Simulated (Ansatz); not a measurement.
Is this Ti5AlN6 structure stable?

It was reached by relaxing an invented guess, and it needn't be the stable form of this composition.

Method: DFT PBE, scalar-relativistic, plane waves, PAW (Ansatz). Settings of the last relaxation (12-atom cell): 420 eV, 12×12×4 k points, Gaussian smearing of 0.10 eV, no spin polarisation.

```cif
data_structure
_symmetry_space_group_name_H-M 'P4/mmm'
_symmetry_Int_Tables_number 123
_cell_length_a 2.9805
_cell_length_b 2.9805
_cell_length_c 12.7342
_cell_angle_alpha 90.000
_cell_angle_beta 90.000
_cell_angle_gamma 90.000
_cell_volume 113.12
loop_
_atom_site_label
_atom_site_type_symbol
_atom_site_symmetry_multiplicity
_atom_site_Wyckoff_symbol
_atom_site_fract_x
_atom_site_fract_y
_atom_site_fract_z
_atom_site_occupancy
Ti1 Ti 2 h 0.50000 0.50000 0.17020 1
Ti2 Ti 2 g 0.00000 0.00000 0.33169 1
Ti3 Ti 1 d 0.50000 0.50000 0.50000 1
Al1 Al 1 a 0.00000 0.00000 0.00000 1
N1 N 2 g 0.00000 0.00000 0.15986 1
N2 N 2 h 0.50000 0.50000 0.33418 1
N3 N 1 b 0.00000 0.00000 0.50000 1
N4 N 1 c 0.50000 0.50000 0.00000 1
```

The zero of energy is the elements' standard structures at the same level (N₂ as a molecule); no fitted shifts are applied.

Question: These tests were run: energy against the elements; random kick, then relaxation without symmetry; phonons at Γ; elastic tensor. What do they show?

Answer:

| test | result |
| --- | --- |
| energy against the elements | −1.59 eV/atom |
| random kick, then relaxation without symmetry | returns |
| phonons at Γ | lowest optical mode 144 cm⁻¹ |
| elastic tensor | least eigenvalue 176 GPa |

It fails none of these tests. Other phases of the system weren't compared here, so this isn't yet thermodynamic stability. Phonons away from Γ weren't computed.

The kick test ran on a coarse mesh. The run for the phonons used a 12×12×4 k mesh and Fermi–Dirac smearing of 0.15 eV. The run for the elastic tensor used a 12×12×4 k mesh and Fermi–Dirac smearing of 0.15 eV.
